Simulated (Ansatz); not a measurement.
Space group I4/mmm (No. 139). a = 3.716 Å, b = 3.716 Å, c = 13.479 Å, α = 90.00°, β = 90.00°, γ = 90.00°
```tsv
atom	site	symmetry	x	y	z
K	2a	4/mmm	0.0000	0.0000	0.0000
Co	4d	-4m2	0.0000	0.5000	0.2500
As	4e	4mm	0.0000	0.0000	0.3483
```

Equation of state of this KCo₂As₂ structure (not necessarily the ground state), with shape and atoms relaxed at each volume where symmetry leaves them free. It has no gap at any of these volumes. These are results of DFT PBEsol, scalar-relativistic, plane waves, PAW (Ansatz), not measurements.

Cutoff 420 eV; k points 14×14×14 on the computed 5-atom cell (Γ-centred); Gaussian smearing, width 0.10 eV; no spin polarisation.

```
V (Å³/atom) E − E(largest V) (meV/atom) P (GPa)
     16.375                        29.13     8.62
     16.933                         4.08     5.83
     17.491                       -12.06     3.56
     18.050                       -20.82     1.63
     18.608                       -23.45     0.01
     19.166                       -20.99    -1.34
     19.724                       -14.31    -2.45
     20.469                         0.00    -3.64
```

Question: Fit a third-order Birch–Murnaghan equation to E(V).

Answer: V0 = 18.60 Å³/atom, B0 = 49 GPa, B0' = 5.2.

Cost: 8 runs of about 19 core-minutes in all, on Intel Xeon 6975P-C (Granite Rapids) (shared hosts).